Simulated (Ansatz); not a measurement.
BiTe: moving Te off its site

BiTe, R-3m, a = 4.845 Å, c = 9.952 Å (as given, not relaxed at this level: -2.5 GPa). The structure is a Materials Project entry; whether it is the stable form wasn't checked. Ansatz: PBEsol, PAW, 420 eV, Γ-centred 12×12×12 mesh on 2 atoms, Gaussian smearing 0.15 eV; no spin polarisation.

```
Bi Te
1.0
     2.42271    1.39875    3.31729
    -2.42271    1.39875    3.31729
     0.00000   -2.79750    3.31729
Bi Te
1 1
Cartesian
  0.0000 0.0000 4.9759
  0.0000 0.0000 0.0000
```

Atom 2 (Te) moves by x along the unit vector (0.000, -0.860, -0.510), with its periodic images; all else is held. y is the free energy of the cell over the start, F the force along the path summed over the moved atoms. Symmetry makes y even in x.

```
  x (Å) y (meV) F (eV/Å)
-0.1000        ?         ?
-0.0500     2.16      0.09
 0.0000     0.00      0.00
 0.0250     0.54     -0.04
 0.0375     1.22     -0.06
 0.0625     3.39     -0.11
 0.0750     4.90     -0.13
 0.0875     6.70     -0.16
```

Fit y = c2 x² + c4 x⁴ to the energies of the other rows, give the force constant, and predict energy and force of the missing row.

Least squares on the rows shown. y = 860.7 x² + 1876 x⁴. The force constant is 2 c2 = 1.72 eV/Å², for the cell as given, at -2.5 GPa (for all images moving together, not for a lone atom). The force −dy/dx at the missing row is 0.18 eV/Å (computed 0.18). At x = -0.1000 the fit asked for gives 8.79 meV. The run gave 8.79 meV, the same to the digits shown.

Spin–orbit coupling is left out, which can shift energies with elements as heavy as these.